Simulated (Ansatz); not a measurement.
IrW:
```
IrW
1.0
    3.12155     0.00000     0.00000
    0.00000     3.12155     0.00000
    0.00000     0.00000     3.12155
Ir W
1 1
Direct
  0.00000   0.00000   0.00000
  0.50000   0.50000   0.50000
```

Relaxed with PBEsol. Special points in fractions of this cell's reciprocal vectors: Γ (0.000, 0.000, 0.000); X (0.000, 0.500, 0.000); M (0.500, 0.500, 0.000); R (0.500, 0.500, 0.500).

Task: List the band energies nearest the Fermi level at these points for DFT-PBEsol in the program Ansatz with PAW potentials.

Result: In eV from the Fermi level; about four levels below and three above (degenerate sets whole), none deeper than 8.9 eV; points with the same levels are listed once.

```
k                          below                     above
-  -----------------------------  ------------------------
Γ  -6.87 -6.87 -3.14 -3.14 -3.14  0.51 0.51 3.41 3.41 3.41
X  -3.07 -3.07 -1.88 -0.96 -0.96            0.14 1.22 3.35
M        -0.57 -0.56 -0.06 -0.06       1.00 2.96 3.99 3.99
R  -3.78 -3.78 -3.78 -0.46 -0.46            3.13 3.13 4.22
```

Space group Pm-3m (CsCl type). The start of the workflow was typed in or built on a structure type; neither database checked (COD, Materials Project) lists it. COD files the formula under space group No. 51. Its standing as an ambient phase is unchecked. The cell was relaxed with PBEsol under the symmetry of its start. At this level the phase is dynamically unstable (imaginary phonons). The run is not spin-polarised. Its formation energy is positive at this level, so the cell may be metastable or incomplete. Scalar-relativistic: spin–orbit coupling is off unless named, which matters more the heavier the elements.

Potentials: the later of the program's two PAW sets.
